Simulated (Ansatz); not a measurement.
PbO$_{2}$ (space group Pbcn)

```
CELL_PARAMETERS angstrom
      5.04284     0.00000     0.00000
      0.00000     5.82901     0.00000
      0.00000     0.00000     5.41070
ATOMIC_POSITIONS crystal
  Pb 0.50000 0.18653 0.75000
  Pb 0.50000 0.81347 0.25000
  Pb 0.00000 0.31347 0.25000
  Pb 0.00000 0.68653 0.75000
  O  0.26443 0.08750 0.43302
  O  0.73557 0.91250 0.56698
  O  0.23557 0.41250 0.93302
  O  0.76443 0.58750 0.06698
  O  0.76443 0.41250 0.56698
  O  0.23557 0.58750 0.43302
  O  0.73557 0.08750 0.06698
  O  0.26443 0.91250 0.93302
```

The slice is a (001) plane (indices of the conventional cell) through the point (0.736, 0.087, 0.067) (fractional), spanned by u = [100] and v = [010] in vectors of this cell: u (5.04 Å) and v (5.83 Å, at 90° to u). It covers one period; positions are fractions (u, v).

Method: LDA (plane waves to 420 eV, PAW, scalar-relativistic; Ansatz, a first-principles code). k mesh 8×7×7. These are valence fields of a PAW run, semicore shells included where kept as valence: close to a nucleus they are smooth pseudo fields. At this level the bands of PbO2 touch or barely overlap. PbO2 was relaxed with its symmetry unable to fall. Spin-orbit coupling is left out, though Pb is heavy. This is one of several known forms of PbO2; the measured ambient cells at hand have space group No. 136.

Q: Sketch the valence electron density on this plane as a map.

A: 
```
|999988664433111100112222222222221111223344668899|
|888877554422110011222233444433332222223344557788|
|776655443311000011223344555544443333333344445566|
|554444332211000011334455555555554433333333444455|
|333322221100000011334455666655554444444433333333|
|222211110000000011224455555555555544444444333322|
|221111000000000011223344555555555555554444333322|
|222211111100000011112233444444444455555544443322|
|333333222211000000111122223333334444444444443333|
|555544443322110000001111112222333344444444444444|
|667766554433221100000000111111222233333333445566|
|888888665533221100000000000011111122223333556677|
|999999886644221111000000111111111111222244557788|
|999999886644331111111111111111111111112233557799|
|999999776644332211222222332222111100112233557788|
|888888665544332222223344444433221111001133446677|
|667766554433333333334455555544332211001122335566|
|555555444433333333445555555544332211000011223344|
|333333333333444444445566665555332211000000112222|
|222233333344444444555555555544332211000000001111|
|112222334444555555555555554444332211000000000011|
|222233334444555544444444443333221100000000111122|
|333333334444444444443333332222111100000011222233|
|555544444444444433333322221111000000111122334444|
|776666554433333333222211111100000000112233445566|
|888877664433332222111111000000000000113344557788|
|999988665533221111111111110000000011223344668899|
|999988775533221111111111111111111111223355778899|
```
Scale: ten equal steps from -1.37 (start of '0') to 0.88 (end of '9'), in the order '0123456789'. Values: log₁₀ of the valence density in e/Å³. The map has 24 points along u (two characters each, u = 0 at the left) and 28 along v (v = 0 in the bottom row). The scale is logarithmic, as a density can span decades between atoms and voids.
